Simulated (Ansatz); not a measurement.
PbBrF (space group P4/nmm)

```
CELL_PARAMETERS angstrom
      4.10128     0.00000     0.00000
      0.00000     4.10128     0.00000
      0.00000     0.00000     7.38339
ATOMIC_POSITIONS crystal
  Pb 0.00000 0.50000 0.80498
  Pb 0.50000 0.00000 0.19502
  Br 0.50000 0.00000 0.64626
  Br 0.00000 0.50000 0.35374
  F  0.50000 0.50000 0.00000
  F  0.00000 0.00000 0.00000
```

Calculation: LDA (plane waves to 420 eV, PAW, scalar-relativistic; Ansatz, an electronic-structure program). DFPT wavenumbers on a 6×6×4 k mesh, in cm⁻¹; i marks imaginary ones, q is in fractions of the reciprocal vectors of the cell shown, and the three acoustic modes at Γ are left out. The non-analytic (LO-TO) term is not included, so polar modes at Γ have their transverse values. PbBrF was relaxed with its symmetry unable to fall. Spin-orbit coupling is left out, though Pb is heavy.

Question: Is the structure dynamically stable at Γ, X = (0.5, 0.0, 0.0), M = (0.5, 0.5, 0.0), Z = (0.0, 0.0, 0.5)?

Answer: No imaginary mode at these points (lowest 25 cm⁻¹ at Z = (0.0, 0.0, 0.5)); other wave vectors were not tested.

Question: List the wavenumbers at Γ, X = (0.5, 0.0, 0.0), M = (0.5, 0.5, 0.0), Z = (0.0, 0.0, 0.5), with degeneracies.

Answer: 
```csv
q,wavenumbers (cm⁻¹)
Γ,"48 (×2), 68 (×2), 71, 98, 103 (×2), 119, 168 (×2), 230, 231 (×2), 271"
"X = (0.5, 0.0, 0.0)","48 (×2), 53 (×2), 83 (×2), 100 (×2), 104 (×2), 116 (×2), 204 (×2), 221 (×2), 233 (×2)"
"M = (0.5, 0.5, 0.0)","52 (×2), 57 (×2), 79 (×2), 98 (×2), 99 (×2), 117 (×2), 169 (×2), 205 (×2), 264 (×2)"
"Z = (0.0, 0.0, 0.5)","25 (×2), 46 (×2), 47, 73 (×2), 80, 97 (×2), 115, 129, 169 (×2), 230, 231 (×2), 347"
```
